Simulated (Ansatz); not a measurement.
Ansatz (a quantum-chemistry and plane-wave program) input:

Ansatz 0.2 input:
```yaml
crystal:
  lattice:
    - [-1.6595317393, 1.6595317393, 4.0954488587]
    - [1.6595317393, -1.6595317393, 4.0954488587]
    - [1.6595317393, 1.6595317393, -4.0954488587]
  atoms:
    - { symbol: Ge, position: [0.6616477981, 0.6616477981, 0.0] }
    - { symbol: Ge, position: [0.3383522019, 0.3383522019, 0.0] }
    - { symbol: Mo, position: [0.0, 0.0, 0.0] }
kpoints:
  mp_grid: { grid: [17, 17, 17] }
hamiltonian:
  xc: r2scan
  pseudopotentials: { kind: paw }
scf:
  occupations: { method: gaussian, width: 0.05 }
checkpoint: { read: metal.run }
output: { bader: true, populations: true }
```

Output (shortened):

```
basis.fft_grid_basis auto: the FFT boxes are laid along the combinations [[1, 0, 1], [0, 1, 1], [0, 0, 1]] of the cell's own vectors, 3.319, 3.319 and 4.720 Å …
Pseudopotential: Ge, paw, valence charge 14
Pseudopotential: Mo, paw, valence charge 14
Functional definition: r2SCAN
Crystal: 3 atoms, lattice volume = 45.116 Å³
Basis set: ecut = 500 eV, 1123 PW (Γ), FFT grids on a1+a3, a2+a3, a3, exchange–correlation on 100×100×144 points (64 copies of the dense FFT grid, shifted against one another)
Bands: 26, of which v1, the nominal top of the filled ones, is band 21 counted from 1 (20 counted from 0)
Symmetry: 16 space group operations
Space group: I4/mmm (ITA 139), of the structure as read, at distance tolerance 3.6e-5 Å
k-points: 405 of 4913
Stability of the state it starts from, as read at its close in the unpolarized treatment …
iter 1 solved again at ethr=1.99e-8 eV; its pass at ethr=3.10e-3 eV (dr2=8.34e-6 eV) is discarded
SCF iter   1: F=—  HF=-13573.702962 eV  |F-HF|=—  |Δ(HF+E_count)|=         —  Δρ=5.87e-7  dr2=1.41e-10  dr2_τ=1.17e-11  ethr=1.99e-8  ⟨swp⟩=3.8  Hψ=72043  notcnv=0
preconditioner: auto → Kerker (q_TF=auto, 2.696 Å⁻¹)
SCF iter   2: F=-13573.702962 eV  HF=-13573.702962 eV  |F-HF|=1.82e-12  |Δ(HF+E_count)|=   6.90e-9  Δρ=3.95e-7  dr2=7.91e-11  dr2_τ=1.07e-11  ethr=1.00e-12  ⟨swp⟩=6.0  Hψ=39110  notcnv=0
SCF 1 converged in 2 iterations: F = -13573.702962 eV  dr2 = 7.91e-11
SCF converged after 2 iterations
Free energy (F): -13573.702962 eV
Harris-Foulkes:  -13573.702962 eV  (|F-HF|=1.82e-12)
Internal energy: -13573.702425 eV  (E = F + TS)
E sigma→0 (E₀):  -13573.702693 eV
Entropy (-TS):   -0.000538 eV (-0.179 meV/atom)
Fermi energy:    17.009286 eV
--- Per-component energies (eV) ---
  E_band       = -205.722816
  E_kinetic    = 666.668532
  E_local      = -4655.869072  (includes V_loc(G=0)·N_el)
  E_nonlocal   = 983.994074
  E_hartree    = 1983.685148
  E_xc         = -319.019535
  E_vxc        = -395.864461  (∫ρ·V_xc dr)
  E_paw        = -7286.462178  (= ΣΔE_a)
  E_vpaw       = -796.963348  (= ΣTr[D̂ρ^β])
  E_aug_tail   = 0.000035  (compensation charges beyond the density's cutoff)
  E_vtau       = 24.941291  (kinetic-family band-sum trace: ∫τ·v_τ [+ j·A + Jᵃ·Aᵃ] dr)
  E_ewald      = -4944.306693
  E_core_change = -2.392735  (= ΣΔE_core)
  E_smearing   = -0.000538  (= −TS)
  E_closure    =  0.000000  (closes the sum)
  Σ components = -13573.702962   (vs F -13573.702962, Δ=0.00e0)
  [band-id]    e_kinetic+e_local+e_nonlocal+2·e_hartree+e_vxc+e_vpaw+e_augmentation_tail+e_vtau = -205.722655   (vs E_band -205.722816, Δ=1.61e-4)
--- Band table (eV; the first three rows and the last of 405) ---
  k-point 0: bands = ["-45.8153", "-19.2080", "-19.1549", "-19.1549", "-8.4392", "-8.4338", "-8.4142", "-8.3864", "-8.3864", "-8.3519", "-8.3443", "-8.3443", "-8.3442", "-8.2976", "2.7739", "10.7441", "12.2112", "14.3496", "14.4877", "14.4877", "17.3606", …
  k-point 1: bands = ["-45.8144", "-19.2066", "-19.1611", "-19.1604", "-8.4401", "-8.4313", "-8.4154", "-8.3887", "-8.3861", "-8.3507", "-8.3492", "-8.3461", "-8.3370", "-8.2965", "2.8798", "10.8375", "11.9880", "14.2772", "14.3652", "14.8029", "16.9954", …
  k-point 2: bands = ["-45.8121", "-19.2027", "-19.1785", "-19.1758", "-8.4457", "-8.4247", "-8.4167", "-8.3937", "-8.3848", "-8.3555", "-8.3504", "-8.3432", "-8.3300", "-8.2924", "3.1926", "11.0915", "11.5577", "13.7365", "14.4187", "15.4290", "16.0902", …
  k-point 404: bands = ["-45.8145", "-19.2201", "-19.1614", "-19.1545", "-8.5004", "-8.4454", "-8.4364", "-8.4327", "-8.4309", "-8.3339", "-8.3058", "-8.3008", "-8.2979", "-8.2763", "4.6740", "6.1063", "14.0140", "15.2089", "16.2758", "16.3302", "16.4314", …
--- Löwdin populations: 3 sites ---
  site symbol       q [e]
     0     Ge     13.9679
     1     Ge     13.9679
     2     Mo     13.9428
  spilling = 0.002890 (of n_electrons = 42.000000)
--- Bader charges: 3 sites ---
  site symbol  charge [e]  shift [e]
     0     Ge     -0.1856     0.0001
     1     Ge     -0.1854     0.0001
     2     Mo      0.3711     0.0002
  shift: an alarm, by how much a part of what the PAW files miss would move the charge. Where it is large, compare
  with a run on PAW files of another source; a small one proves nothing
  estimated error of the sums over rays = 6.0e-4 e
```

Cost: roughly 60 core-seconds on shared cores.

The workflow started from a Materials Project entry (that database holds measured and hypothetical structures alike); the Crystallography Open Database copy checked does not list it. COD files the formula under space group No. 62, so this cell is another polymorph or a model. Whether it is the stable phase at ambient conditions was not checked. The r²SCAN relaxation kept the symmetry of its start; whether a distortion lowers the energy is not shown. The run is not spin-polarised. Scalar-relativistic: spin–orbit coupling is off unless named, which matters more the heavier the elements.

Potentials: the later of the program's two PAW sets.

Ansatz is a plane-wave DFT program.
